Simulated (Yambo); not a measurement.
BSE-type run in Yambo on CsH (rock salt, space group Fm-3m, No. 225), at zero momentum.

Quantum ESPRESSO step (PBEsol, PseudoDojo standard norm-conserving files, fully relativistic):
```
&CONTROL
  calculation = 'nscf'
  pseudo_dir = './pseudo'
  outdir = './out'
/
&SYSTEM
  ibrav = 0
  nat = 2
  ntyp = 2
  ecutwfc = 72.0
  ecutrho = 288.0
  occupations = 'fixed'
  force_symmorphic = .true.
  nbnd = 62
  noncolin = .true.
  lspinorb = .true.
/
&ELECTRONS
  conv_thr = 2e-09
  diago_full_acc = .true.
  diago_thr_init = 1e-08
/
ATOMIC_SPECIES
H 1.0080 H.upf
Cs 132.9055 Cs.upf
CELL_PARAMETERS angstrom
  0.000000000000   3.191255000000   3.191255000000
  3.191255000000   0.000000000000   3.191255000000
  3.191255000000   3.191255000000   0.000000000000
ATOMIC_POSITIONS crystal
H   0.500000000000   0.500000000000   0.500000000000
Cs   0.000000000000   0.000000000000   0.000000000000
K_POINTS automatic
6 6 6 0 0 0
```

Yambo input:
```
rim_cut
optics
bse
bss
dipoles
em1s
RandQpts= 1000000
RandGvec= 1 Ry
FFTGvecs= 40 Ry
Chimod= "HARTREE"
BSKmod= "SEX"
BSEmod= "resonant"
BSSmod= "hs"
BSENGexx= 15 Ry
BSENGBlk= 4 Ry
% KfnQP_E
 2.114 | 1.0 | 1.0 |
%
% BSEQptR
 1 | 1 |
%
% BSEBands
 9 | 22 |
%
% BEnRange
 0.0 | 12.7 | eV
%
% BDmRange
 0.15 | 0.15 | eV
%
BEnSteps= 254
% BLongDir
 1.0 | 0.0 | 0.0 |
%
BSHayTrs= -0.02
BSSNEig= 48
WRbsWF
% BndsRnXs
 1 | 56 |
%
NGsBlkXs= 4 Ry
% LongDrXs
 1.0 | 1.0 | 1.0 |
%
```

From the report:

The dimension is k points × valence × conduction bands = 216 × 2 × 12 = 5184.
```
   [SLEPC] Approach                          : Krylov-Schur
   [SLEPC] Number of requested eigenvalues   :   48
   [SLEPC] Number of eigenvalues        [NEV]:   48
    [K] Dimension                                    :   5184
    [K] Bands                                        :   9  22
    [K] Exchange res                                 : yes
    [K] Correlation res                              : yes
    [K] W interaction is bare                        : no
    [K] RL vectors exchange                          :   459
    [K] RL vectors correlation                       :   65
    [W] Matrix size                                  :   65
    [W] Bands                                        :    1   56
    [W] Coulomb Cutoff                               : none
    [W] Hxc Kernel                                   : HARTREE
```

Geometry of the Materials Project entry, not relaxed at this level.
